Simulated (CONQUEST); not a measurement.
A self-consistent single point of Ag (Fm-3m, 4 atoms in the cell; from Materials Project mp-124, changed as shown).

```yaml
crystal:
  lattice:
    - [4.21366, 0.00000, 0.00000]
    - [0.00000, 4.21366, 0.00000]
    - [0.00000, 0.00000, 4.21366]
  atoms:
    - { symbol: Ag, position: [0.00000, 0.00000, 0.00000] }
    - { symbol: Ag, position: [0.00000, 0.50000, 0.50000] }
    - { symbol: Ag, position: [0.50000, 0.00000, 0.50000] }
    - { symbol: Ag, position: [0.50000, 0.50000, 0.00000] }
```

All values come from this method and carry its errors: PBE, numerical atomic orbitals double-zeta with polarisation (the shipped basis), PseudoDojo norm-conserving potentials made for PBE run with CONQUEST.

CONQUEST settings:

basis: DZP
Diag.MPMeshX, Y, Z: 8 8 8
potentials: PseudoDojo norm-conserving PBE
Grid.GridCutoff: 175 Ha
DM.SolutionMethod: diagon
Diag.kT: 0.003675 Ha
Diag.GammaCentred: true
minE.SCTolerance: 1.0e-06
SC.MaxIters: 100
SC.LinearMixingFactor: 0.3
SC.KerkerPreCondition: true
SC.KerkerFactor: 0.1 1/bohr
AtomMove.TypeOfRun: static

Results:

* **Number of valence electrons**: 76
* **Number of bands**: 76
* **Number of k-points after the program's reduction**: 341
* **Size of the basis**: 76
* **Number of SCF iterations**: 8
* **FFT grid**: 48 × 48 × 48
* **Free energy E − TS**: -16872.2784 eV
* **Fermi level (on the code's own zero)**: -4.40 eV
* **Pressure**: -2.23 GPa

Stress (GPa, positive for compression):
```
-2.23   0.00   0.00
 0.00  -2.23   0.00
 0.00   0.00  -2.23
```

For comparison: a first run was changed to give this one (lattice scaled by 1.02), and from it to this one the free energy goes up by 4.0 meV/atom and the pressure goes from 2.35 to -2.23 GPa.

The program uses no crystal symmetry, so grid and mesh can part values that symmetry would make equal. The atom-centred basis is finite, which shifts total energies and pressures against plane waves. The structure comes from a collection of computed structures, made at another level of theory; the collection holds predicted forms beside known ones. Its lattice was then scaled.

Cost on one core: about 2.2 core-minutes (a rough figure).
